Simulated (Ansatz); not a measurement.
HfPt3 (Cu3Au type, space group No. 221) at seven volumes, plane-wave PAW LDA (Ansatz code), scaled uniformly. One row is withheld.

```json
[
 {"V (Å³/atom)": "14.112", "P (GPa)": "32.57"},
 {"V (Å³/atom)": "14.578", "P (GPa)": "?"},
 {"V (Å³/atom)": "15.043", "P (GPa)": "9.01"},
 {"V (Å³/atom)": "15.508", "P (GPa)": "0.00"},
 {"V (Å³/atom)": "15.973", "P (GPa)": "-7.55"},
 {"V (Å³/atom)": "16.439", "P (GPa)": "-13.86"},
 {"V (Å³/atom)": "16.904", "P (GPa)": "-19.13"}
]
```

Problem. Fit the shown pressures and predict the withheld one.

Solution. Third-order Birch–Murnaghan: P = (3/2)B₀(x^(7/2) − x^(5/2))[1 + (3/4)(B′ − 4)(x − 1)] with x = (V₀/V)^(2/3). Least squares on the six rows gives V₀ = 15.508 Å³/atom, B₀ = 274.0 GPa, B′ = 4.89. At V = 14.578, x = 1.0421 and P = 19.72 GPa. The run itself gave 19.75 GPa.

Space group Pm-3m (Cu3Au type). The workflow started from a Materials Project entry (that database holds measured and hypothetical structures alike); the Crystallography Open Database copy checked does not list it. COD files the formula under space group No. 194. Its standing as an ambient phase is unchecked. The cell was relaxed with LDA under the symmetry of its start; whether a distortion lowers the energy is not shown. No spin polarisation was allowed. Spin–orbit coupling is left out wherever it is not named.

Potentials: the later of the program's two PAW sets.
